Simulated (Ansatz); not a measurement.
# Relaxing TiSb

Method: DFT r2SCAN, scalar-relativistic, plane waves, PAW (Ansatz). (500 eV cutoff, 12×12×8 k-mesh, Gaussian smearing of 0.10 eV, no spin polarisation)

What was changed: biaxial strain in the a-b plane, c and atoms relaxed: -1.0 %.

Command:

```bash
ansatz run input.yaml --threads 1 --pin off --max-ram 2560MiB --backend cpu --events-out ev --progress --plain --runs-dir out
```

Input:

```yaml
crystal:
  lattice:
    - [4.0132432294, 0.0, 0.0]
    - [-2.0066216147, 3.4755705883, 0.0]
    - [0.0, 0.0, 6.2268650745]
  atoms:
    - { symbol: Ti, position: [0.0, 0.0, 0.0] }
    - { symbol: Ti, position: [0.0, 0.0, 0.5] }
    - { symbol: Sb, position: [0.3333333333, 0.6666666667, 0.25] }
    - { symbol: Sb, position: [0.6666666667, 0.3333333333, 0.75] }
basis:
  ecutwfc: 500
kpoints:
  mp_grid: { grid: [12, 12, 8] }
hamiltonian:
  xc: r2scan
scf:
  occupations: { method: gaussian, width: 0.1 }
output:
  forces: true
  stress: true
  eigenvalues: true
  write_density: true
  write_potential: true
  elf: true
  volumetric_format: npy
relax:
  adjacent_minimum: "off"
  f_tol: 0.008
  max_steps: 40
  cell: { stress_tol: 0.015, fix: [a, b, gamma] }
```

F is the free energy. Steps run on the plane waves of an earlier cell, but the last one, and at times one on the way, on a freshly chosen basis, so a repeated geometry can differ a little in energy. The held parts of the cell keep their stress, so P needn't end at zero.

Steps:

```
step F − F(1) (eV) largest force component (eV/Å) V (Å³/atom) P (GPa)
   1         0.0000                           0.000       21.714     1.26
   2         0.0007                           0.000       21.941     0.12
   3        -0.0008                           0.000       21.817     0.73
   4        -0.0009                           0.000       21.817     0.73
```

Relaxed structure:

```yaml
crystal:
  lattice:
    - [4.01324, 0.00000, 0.00000]
    - [-2.00662, 3.47557, 0.00000]
    - [0.00000, 0.00000, 6.25665]
  atoms:
    - { symbol: Ti, position: [0.00000, 0.00000, 0.00000] }
    - { symbol: Ti, position: [0.00000, 0.00000, 0.50000] }
    - { symbol: Sb, position: [0.33333, 0.66667, 0.25000] }
    - { symbol: Sb, position: [0.66667, 0.33333, 0.75000] }
```

Symmetry: P6_3/mmc, No. 194, hexagonal system. Conventional cell: a = 4.013 Å, b = 4.013 Å, c = 6.257 Å, α = 90.00°, β = 90.00°, γ = 120.00°. Ti (site symmetry -3m) has 6 Sb at 2.80 Å and 2 Ti at 3.13 Å as nearest neighbours. Sb (site symmetry -6m2) is surrounded by 6 Ti at 2.80 Å.

The run converged. The run took 2.8 min on 1 thread of Arm Neoverse V1, on a shared host, peak memory 0.74 GiB.